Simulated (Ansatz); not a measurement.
Is this In3SbAs2 structure stable?

The structure comes from a generated guess, relaxed at this level; another structure or a mixture of phases may lie lower.

Computed with Ansatz, DFT PBE, scalar-relativistic, plane waves, PAW. Cutoff 420 eV, Γ-centred 12×12×4 mesh (6-atom cell), Gaussian smearing of 0.10 eV, no spin polarisation.

```cif
data_structure
_symmetry_space_group_name_H-M 'P3m1'
_symmetry_Int_Tables_number 156
_cell_length_a 4.4810
_cell_length_b 4.4810
_cell_length_c 10.9911
_cell_angle_alpha 90.000
_cell_angle_beta 90.000
_cell_angle_gamma 120.000
_cell_volume 191.13
loop_
_atom_site_label
_atom_site_type_symbol
_atom_site_symmetry_multiplicity
_atom_site_Wyckoff_symbol
_atom_site_fract_x
_atom_site_fract_y
_atom_site_fract_z
_atom_site_occupancy
In1 In 1 a 0.00000 0.00000 0.00025 1
In2 In 1 b 0.33333 0.66667 0.67895 1
In3 In 1 c 0.66667 0.33333 0.31995 1
Sb1 Sb 1 b 0.33333 0.66667 0.41821 1
As1 As 1 a 0.00000 0.00000 0.75587 1
As2 As 1 c 0.66667 0.33333 0.07677 1
```

The zero of energy is the elements' standard structures at the same level; no fitted shifts are applied.

**Question.** These tests were run: energy against the elements; phonons on a 2×2×1 q mesh. What do they show?

**Answer.**

| test | result |
| --- | --- |
| energy against the elements | −0.18 eV/atom |
| phonons on a 2×2×1 q mesh | no imaginary mode on the mesh, but the interpolation dips to 6i cm⁻¹ between its points |

It fails none of these tests. Whether a mixture of other phases lies lower isn't tested here.

These runs have no spin–orbit coupling, which can matter for Sb. The reference form of As is held partly by dispersion forces, which this level lacks. The run for the phonons used a 12×12×4 k mesh and Fermi–Dirac smearing of 0.15 eV.
